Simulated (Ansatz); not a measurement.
Sn (beta-Sn type, space group I4_1/amd)

```yaml
crystal:
  lattice:
    - [-2.91651, 2.91651, 1.57919]
    - [2.91651, -2.91651, 1.57919]
    - [2.91651, 2.91651, -1.57919]
  atoms:
    - { symbol: Sn, position: [0.75000, 0.25000, 0.50000] }
    - { symbol: Sn, position: [0.00000, 0.00000, 0.00000] }
```

Scan: atom 2 (Sn, nearest neighbour Sn at 3.022 Å; its periodic images, 3.2 Å or more away, move with it) is displaced towards the nearest neighbour, direction (0.000, -0.965, 0.261) in Cartesian axes, by s. The other atoms stay.

Computed with PBEsol (plane waves to 420 eV, PAW, scalar-relativistic; Ansatz, a quantum-chemistry and plane-wave program). k mesh 13×13×13 (Γ-centred), Fermi-Dirac smearing 0.05 eV. Stress and pressure are positive under compression. With partly filled bands, energies and forces of such displacements shift with the k mesh and the smearing. F∥ is the force on the atom along that direction. F⊥ is the part of the force across the line. Sn was relaxed with its symmetry unable to fall. 

| s (Å) | F∥ (eV/Å) | P (GPa) | |F⊥| (eV/Å) |
|---|---|---|---|
| -0.910 | 6.886 | ___ | 5.415 |
| -0.728 | 4.240 | 11.9 | 3.129 |
| -0.546 | 2.542 | 6.3 | 1.659 |
| -0.364 | 1.386 | 2.7 | 0.755 |
| -0.182 | 0.628 | 0.7 | 0.249 |
| 0.000 | 0.000 | 0.0 | 0.000 |
| 0.182 | -0.780 | 0.7 | 0.094 |
| 0.364 | -2.067 | 3.2 | 0.102 |
| 0.546 | -4.386 | 8.0 | ___ |
| 0.728 | ___ | ___ | 0.017 |
| 0.910 | -15.536 | 30.6 | 0.038 |

Problem. Some entries are withheld; supply them.

Solution. 
- -0.910, P (GPa): 19.8
- 0.546, |F⊥| (eV/Å): 0.078
- 0.728, F∥ (eV/Å): -8.396
- 0.728, P (GPa): 16.4

(A displaced cell: forces are minus the slopes of the energy, force constants its curvatures, and phonons follow from these.)
